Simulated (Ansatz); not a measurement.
**Vibrations of YHg (Pm-3m) by finite displacements**

```
Y Hg
1.0
     3.66597    0.00000    0.00000
     0.00000    3.66597    0.00000
     0.00000    0.00000    3.66597
Y Hg
1 1
Direct
  0.50000 0.50000 0.50000
  0.00000 0.00000 0.00000
```

Unless marked otherwise, the numbers come from PBEsol, all-electron LAPW in Ansatz 0.2.0, scalar-relativistic. k mesh 10×10×10, Fermi-Dirac smearing of 0.080 eV, basis error target 1 meV/atom. The cell was relaxed by PAW under this functional.

Atoms are displaced by 0.01 Å in the smallest supercells that hold the wave vectors of a 2×2×2 mesh. Negative values stand for unstable modes.

(1) What are the phonon energies at the solved wave vectors, in meV?

(2) Is the structure dynamically stable at these wave vectors?

(3) How do the optical zone-centre modes decompose, and which are active?

(4) How well do frozen-core PAW files reproduce these all-electron values?

(5) The cell is scaled evenly to 47.790 and 50.746 Å³ (from 49.268), with free atoms relaxed and the shape held. What are the mode Grüneisen parameters γ = −d ln ω/d ln V?

Answers

(1) 

| q | point | modes (meV) |
| --- | --- | --- |
| 0.000 0.000 0.000 | Gamma | 12.45 (×3) |
| 0.500 0.000 0.000 | X | 7.02 (×2), 7.96, 12.01 (×2), 18.59 |
| 0.500 0.500 0.000 | M | 3.41 (×2), 6.82, 8.10, 18.79 (×2) |
| 0.500 0.500 0.500 | R | 6.98 (×3), 17.45 (×3) |

(2) Yes, no mode is unstable there; wave vectors off this mesh aren't tested.

(3) Point group m-3m: Γ_opt = T1u.

| label | meV | activity | mostly |
| --- | --- | --- | --- |
| T1u | 12.45 | IR | Y (69 %) |

In a metal the activity is that of symmetry alone; free carriers screen the infrared modes.

(4) With a cutoff of 420 eV and displacements of 0.0025 Å, the r.m.s. difference over the modes is 0.0 cm⁻¹; the largest difference is 64.2 (PAW) against 64.2 cm⁻¹ (LAPW).

(5) For the highest mode, 160.2 cm⁻¹ in the small cell and 143.2 in the large one give γ ≈ 1.87. From the change of the dynamical matrix on each mode:

```
point   cm⁻¹      γ
Gamma  100.5   2.77
    X   56.6   2.57
    X   64.2   1.94
    X   96.9   2.08
    X  149.9   1.74
    M   27.5  -4.38
    M   55.0   2.60
    M   65.3   3.69
    M  151.6   1.87
    R   56.3   2.34
    R  140.8   2.04
```

Weighted by the modes' heat capacities at 300 K, the mean on this mesh is 1.42; it moves with the q mesh, and a coarse one overweights the zone boundary. Rows under −0.05 (1 here) are modes that soften under compression and pull towards negative thermal expansion.

Known limits: responses of metals move with mesh and smearing; no spin-orbit coupling on heavy atoms; the frozen-core PAW files of the compared runs were fitted under PBE, their cores solved anew for this functional.
